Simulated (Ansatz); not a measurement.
# Cl vacancy in Lu2CCl2

Level of theory: PBEsol, collinear spin, scalar-relativistic; Ansatz, plane waves to 420 eV (PAW set soft_2), k-mesh 3×3×2 shifted by half a step.

The relaxed host crystal (Kohn–Sham gap 0.79 eV):

```
C Cl Lu
1.0
     1.77843    1.02677    9.46294
    -1.77843    1.02677    9.46294
     0.00000   -2.05355    9.46294
C Cl Lu
1 2 2
Cartesian
  0.0000 0.0000 14.1944
  0.0000 0.0000 20.6591
  0.0000 0.0000 7.7297
  0.0000 0.0000 3.4462
  0.0000 0.0000 24.9426
```

Supercell of 25 atoms, rows of the matrix [[1,-2,1],[-2,-1,3],[0,-1,0]] times the cell vectors; Cl vacancy at (0.728, 0.728, 0.728) in fractions of the cell above. Atoms are relaxed at the host's cell, from a start shaken by 0.03 Å near the defect.

Distances from the empty Cl site (Å), by shell of the perfect crystal:

```csv
shell,perfect crystal,"relaxed, charge 0"
3 Lu,2.67,2.78
```

```tsv
charge	moment of the cell (μB)	gap of the cell on the mesh (eV)	carriers
0	0.00	0.00	in a band of the host or near its edge
```

On this mesh the host's own supercell has a gap of 1.07 eV.

At charge 0 a carrier lies in a band of the host or at its edge (levels aligned by the semicore states), so it isn't shown to be bound to the defect (semilocal functionals spread carriers too far and can miss a bound one), and no level is taken from that state.

No formation energy is given, since the neutral cell holds a carrier in a band.

Relaxed cell at charge 0:

```
Lu2CCl2 V_Cl charge 0
1.0
     5.3353   -3.0803    0.0000
    -1.7784   -9.2410    0.0000
     1.7784   -1.0268   -9.4629
C Cl Lu
5 9 10
Direct
  0.0991 0.8001 0.5023
  0.6992 0.6000 0.5028
  0.3004 0.4008 0.5005
  0.9011 0.1993 0.5006
  0.4990 0.0002 0.5028
  0.9278 0.6046 0.8179
  0.5216 0.4068 0.8182
  0.1282 0.1936 0.8183
  0.7323 0.9958 0.8179
  0.8715 0.8000 0.1830
  0.4725 0.6010 0.1830
  0.0722 0.4000 0.1821
  0.6723 0.2001 0.1821
  0.2734 0.9991 0.1829
  0.7380 0.8001 0.6298
  0.3231 0.5915 0.6295
  0.9190 0.4015 0.6355
  0.5203 0.1987 0.6355
  0.1145 0.0087 0.6295
  0.4782 0.8001 0.3677
  0.0795 0.5990 0.3622
  0.6797 0.3996 0.3633
  0.2791 0.2006 0.3633
  0.8784 0.0012 0.3622
```

Caveats: a moment set at the start was lost; the odd electron ends without a moment, so a state with one unpaired electron may lie lower; semilocal functionals make gaps too small, which shifts levels too; small supercell, so energies and levels can be off by tenths of an eV; one random start near the defect, so other minima are possible.
